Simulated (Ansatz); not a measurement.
# From the elastic tensor of LiF at 11 GPa (stress–strain coefficients) to moduli and sound speeds

The calculation used DFT LDA, scalar-relativistic, plane waves, PAW (Ansatz 0.2.0). Plane waves to 420 eV; Γ-centred k mesh 10×10×10; fixed occupations. No spin polarisation.

The structure is cubic, space group Fm-3m (No. 225). Conventional cell: a = 3.778 Å, b = 3.778 Å, c = 3.778 Å, α = 90.00°, β = 90.00°, γ = 90.00°. Around Li (site symmetry m-3m) lie 6 F at 1.89 Å. F (site symmetry m-3m) is surrounded by 6 Li at 1.89 Å.

Relaxed-ion constants (GPa, on the Cartesian axes of the calculation):
```
254.2  70.0  70.0   0.0   0.0   0.0
 70.0 254.2  70.0   0.0   0.0   0.0
 70.0  70.0 254.2   0.0   0.0   0.0
  0.0   0.0   0.0  79.3   0.0   0.0
  0.0   0.0   0.0   0.0  79.3   0.0
  0.0   0.0   0.0   0.0   0.0  79.3
```

Density 3.194 g/cm³; 2 atoms in 13.48 Å³.

The values that follow are for a polycrystal of randomly turned grains, by Hill's mean where one number stands.

- Bulk modulus, Voigt / Reuss / Hill: 131.4 / 131.4 / 131.4 GPa
- Shear modulus, Voigt / Reuss / Hill: 84.4 / 84.0 / 84.2 GPa
- Young's modulus: 208 GPa
- Poisson ratio: 0.236
- Pugh ratio B/G: 1.56
- Universal anisotropy index: 0.03
- Longitudinal and transverse sound speeds: 8735 and 5135 m/s
- Debye temperature from the mean sound speed: 897 K